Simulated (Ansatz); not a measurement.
Relaxed As (A7 type, space group R-3m):

```
As
1.0
    1.87270     1.08120     3.25149
   -1.87270     1.08120     3.25149
    0.00000    -2.16240     3.25149
As
2
Direct
  0.23274   0.23274   0.23274
  0.76726   0.76726   0.76726
```

All values below come from PBEsol-D3(BJ) (plane waves to 420 eV, PAW, scalar-relativistic; Ansatz, a quantum-chemistry and plane-wave program). k mesh 12×12×12 (Γ-centred), Fermi-Dirac smearing 0.05 eV. With partly filled bands, energies and forces of such displacements shift with the k mesh and the smearing. As was relaxed with its symmetry unable to fall.

One atom of the cell was then moved (with its periodic images), all else fixed, and the forces (eV/Å) came out as:

| atom | Fx | Fy | Fz |
|---|---|---|---|
| As1 | 0.226 | 0.357 | 0.236 |
| As2 | -0.226 | -0.357 | -0.236 |

With two atoms only their relative shift counts; take As1 as fixed.

Task: Which atom was moved, and by which vector (Å)?

Result: As2, by (0.11, 0.11, 0.00), 0.15 Å in all.

(For displaced atoms, the force is minus the slope of the energy, and its curvature is a force constant, which sets phonon frequencies.)
